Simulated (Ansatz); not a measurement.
**Li2ZnO2: rattling a relaxed structure**

The cell was found from a structure generator's guess, not taken from experiment.

All numbers below come from DFT PBE, scalar-relativistic, plane waves, PAW in Ansatz 0.2.0. Plane waves to 420 eV, a k mesh through Γ of 12×12×6 on the computed 5-atom cell and Gaussian smearing (0.02 eV); no spin polarisation.

The cell below (5 atoms, space group P-3m1 (No. 164)) is relaxed within its symmetry.

```yaml
crystal:
  lattice:
    - [3.15972, 0.00000, 0.00000]
    - [-1.57986, 2.73640, 0.00000]
    - [0.00000, 0.00000, 5.17794]
  atoms:
    - { symbol: Li, position: [0.66667, 0.33333, 0.64050] }
    - { symbol: Li, position: [0.33333, 0.66667, 0.35950] }
    - { symbol: Zn, position: [0.00000, 0.00000, 0.00000] }
    - { symbol: O, position: [0.66667, 0.33333, 0.24067] }
    - { symbol: O, position: [0.33333, 0.66667, 0.75933] }
```

For the test a repeat of it with 10 atoms (edges 3.16, 5.18, 5.47 Å) was strained at random (σ = 1.5 % a component), the atoms were moved at random (σ = 0.15 Å), and all was relaxed again on a coarse 4×4×4 mesh (in the run’s order of axes) with 0.10 eV smearing, with no symmetry imposed.

**Question.** What happens?

**Answer.** It returns, within 1 meV/atom of the unmoved cell on that mesh and with the same symmetry when read at 0.1 Å (C2/m at 0.01 Å, so small strains and shifts remain). No instability shows in this cell; modes of other wave vectors, which need another repeat, aren't tested.
